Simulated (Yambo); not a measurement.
CaC2 (space group C2/m, No. 12): one transition space (6×6×4 mesh, 8 valence and 7 conduction bands, Tamm-Dancoff) with different kernels in Yambo, on LDA orbitals; field along x. BSE alone uses the static screening with 54 bands and a 3 Ry block; its scissor and those of RPA and TDDFT come from G0W0, that of the TDHF-type run from bare exchange. Axes are Cartesian, with cell vectors (Å) (3.58, -1.92, 0.00), (3.58, 1.92, 0.00), (-2.16, 0.00, 7.09).

```json
[
 {"kernel": "BSE (screened electron-hole attraction)", "scissor (eV)": "2.09", "direct gap with it (eV)": "4.71", "lowest state (eV)": "[?]"},
 {"kernel": "TDHF-type (unscreened attraction, exchange-only scissor)", "scissor (eV)": "8.93", "direct gap with it (eV)": "11.54", "lowest state (eV)": "[?]"}
]
```

Task: Complete the blanks.

Result: 
- BSE (screened electron-hole attraction), lowest state (eV): 4.10 (dark)
- TDHF-type (unscreened attraction, exchange-only scissor), lowest state (eV): 6.54 (dark)

These are vertical excitations (zero momentum); the indirect quasiparticle gap, about 4.15 eV, is smaller than the direct one (4.71 eV on the GW mesh). Spin singlets only. Strong means a line over 3 % of the spectrum's maximum, dark under 0.03 %. Absolute energies carry the error of the G0W0 scissor, whose convergence isn't established; the long-wavelength screening was taken along (1,1,1) although the crystal is anisotropic. Convergence of the binding with the mesh was not shown.

Geometry of the Materials Project entry, not relaxed at this level; primitive cell a = b = 4.0592 Å, c = 7.4158 Å, α = β = 104.91°, γ = 56.31°.

The structure is a Materials Project entry; no match was found in the copy of COD used, and its stability was not checked.
